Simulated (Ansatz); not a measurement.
This run works on a generated trial structure, not on a known crystal.

Input and command of a plane-wave DFT calculation in Ansatz:

```yaml
crystal:
  lattice:
    - [4.30417901, 0.0, 0.0]
    - [0.0, 4.30417901, 0.0]
    - [0.0, 0.0, 11.95785818]
  atoms:
    - { symbol: Sr, position: [0.0, 0.5, 0.103423] }
    - { symbol: Sr, position: [0.5, 0.0, 0.896577] }
    - { symbol: Pb, position: [0.5, 0.5, 0.761464] }
    - { symbol: Pb, position: [0.0, 0.0, 0.5] }
    - { symbol: Pb, position: [0.5, 0.5, 0.238536] }
    - { symbol: W, position: [0.0, 0.0, 0.0] }
    - { symbol: C, position: [0.0, 0.5, 0.62997699] }
    - { symbol: C, position: [0.5, 0.0, 0.37002301] }
basis:
  ecutwfc: 420
kpoints:
  mp_grid: { grid: [4, 4, 2] }
hamiltonian:
  xc: pbe
scf:
  occupations: { method: gaussian, width: 0.2 }
  lower_state_search: "off"
output:
  forces: true
  stress: true
  eigenvalues: true
relax:
  adjacent_minimum: "off"
  f_tol: 0.08
  max_steps: 16
  cell: { stress_tol: 0.8 }
```

```bash
ansatz run input.yaml --threads 1 --pin off --max-ram 2560MiB --backend cpu --events-out ev --progress --plain --runs-dir out
```

Processor: Intel(R) Xeon(R) 6975P-C (Granite Rapids), 1 thread, on a host shared with other jobs.

Problem. Estimate time, memory and problem size.

Solution. About 2.7 min, peak memory 0.55 GiB. It solves 51 bands at 12 k points (after reduction by symmetry) with about 4157 plane waves (on the last cell), in 125 SCF iterations over 15 ionic steps.
